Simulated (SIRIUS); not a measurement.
Consider a self-consistent single point of ScAl₃ (Pm-3m, 4 atoms in the cell; from Materials Project mp-2121, changed as shown).

```xyz
4
Lattice="4.1696 0.0000 0.0000 0.0000 4.1696 0.0000 0.0000 0.0000 4.1696" Properties=species:S:1:pos:R:3 pbc="T T T"
Sc     0.0000     0.0000     0.0000
Al     2.0848     0.0000     2.0848
Al     0.0000     2.0848     2.0848
Al     2.0848     2.0848     0.0000
```

Method: PBE, SSSP 1.1.2 efficiency PBE pseudopotentials (plane waves; SIRIUS 7.12.0).

SIRIUS settings:

```
key                                                                          value
--------------------------------------  ------------------------------------------
parameters.ngridk                                                         12 12 12
parameters.xc_functionals                             [XC_GGA_X_PBE, XC_GGA_C_PBE]
parameters.gk_cutoff                                                  8.062 1/bohr
parameters.pw_cutoff                                                 25.496 1/bohr
parameters.smearing                                                    fermi_dirac
parameters.smearing_width                                            0.00367493 Ha
potentials                              SSSP 1.1.2 efficiency PBE pseudopotentials
parameters.electronic_structure_method                             pseudopotential
parameters.num_bands                                                            14
parameters.num_mag_dims                                                          0
parameters.num_dft_iter                                                        100
parameters.energy_tol                                                     1e-07 Ha
parameters.density_tol                                                       1e-06
mixer.type                                                                broyden2
mixer.beta                                                                     0.5
mixer.use_hartree                                                            false
```

Results:

Number of valence electrons: 20
Number of bands: 14
Number of k-points after the program's reduction: 84
Number of plane waves (most at a k-point): 4385
Number of SCF iterations: 32
FFT grid: 72 × 72 × 72
Free energy E − TS: -2864.0253 eV
Fermi level (on the code's own zero): 8.65 eV
Pressure: -3.60 GPa

Stress (GPa, positive for compression):
```
-3.60   0.00   0.00
 0.00  -3.60   0.00
 0.00   0.00  -3.60
```

For comparison: a first run was changed to give this one (lattice scaled by 1.02), and from it to this one the free energy rises by 8.6 meV/atom and the pressure goes from 1.20 to -3.60 GPa.

The structure comes from a collection of computed structures, made at another level of theory; the collection holds predicted forms beside known ones.

Cost on one core: very roughly 6 core-minutes.
